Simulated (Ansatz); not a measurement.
Structures of AgAs: which is lowest?

Plane-wave DFT in Ansatz with scalar-relativistic PAW potentials, cutoff 420 eV, Γ-centred meshes chosen by cell and gap, Gaussian smearing with energies taken to zero width. Every cell was relaxed (cell and atoms) in a run of its own, within the symmetry of its start. Functional: PBE.

Relaxed structures (starts from databases or built by putting these elements on another compound's sites):
A. Fm-3m, 2 atoms in the computed cell, a = 5.445 Å; sites (symmetry × multiplicity) Ag m-3m × 4, As m-3m × 4; start: built
B. P6_3/mmc, 4 atoms in the computed cell, a = 4.550 Å, c = 5.356 Å; sites (symmetry × multiplicity) Ag -6m2 × 2, As -6m2 × 2; start: built

Q: Rank them by energy. Could pressure change the order?

A:
| structure | group | E − E(lowest) (meV/atom) | V (Å³/atom) | gap on mesh (eV) |
| --- | --- | --- | --- | --- |
| A | Fm-3m | 0.0 | 20.18 | 0.00 |
| B | P6_3/mmc | 63 | 24.00 | 0.00 |

A is lowest, 63 meV/atom under B. The lowest is also the densest of these, so pressure wouldn't bring one of the others in at first order. Other structures may lie lower than all of these, and vibrations aren't counted.